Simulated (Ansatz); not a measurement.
Consider the following.

CaAlHO2:
```cif
data_HAlCaO2
_chemical_formula_sum 'Ca1 Al1 O2 H1'
_space_group_name_H-M_alt 'P4/mmm'
_space_group_IT_number 123
_space_group_name_Hall '-P 4 2'
_cell_length_a 3.72742
_cell_length_b 3.72742
_cell_length_c 3.44776
_cell_angle_alpha 90.000
_cell_angle_beta 90.000
_cell_angle_gamma 90.000
loop_
_atom_site_label
_atom_site_type_symbol
_atom_site_symmetry_multiplicity
_atom_site_Wyckoff_symbol
_atom_site_fract_x
_atom_site_fract_y
_atom_site_fract_z
_atom_site_occupancy
Ca1 Ca 1 d 0.50000 0.50000 0.50000 1
Al1 Al 1 a 0.00000 0.00000 0.00000 1
O1 O 2 f 0.00000 0.50000 0.00000 1
H1 H 1 b 0.00000 0.00000 0.50000 1
```

This is the PBEsol-relaxed structure.

**Question.** All from the program Ansatz at the PBEsol level (PAW), unless another level is named. Give the smallest direct gap on the standard path.

**Answer.** 4.37 eV.

**Question.** What about the electron effective mass?

**Answer.** 0.41, 0.46, 0.70 mₑ (principal values).

**Question.** And the conduction-band minimum?

**Answer.** at X (2 equivalent valleys).

The start of the workflow was typed in or built on a structure type; neither database checked (COD, Materials Project) lists it. Its standing as an ambient phase is unchecked. Symmetry was held in the PBEsol relaxation. At this level the phase is dynamically unstable (imaginary phonons).

Potentials: the earlier of the program's two PAW sets. The files were generated under PBE; for other functionals the program regenerates the frozen cores, and for LDA and PBEsol the local potential too.
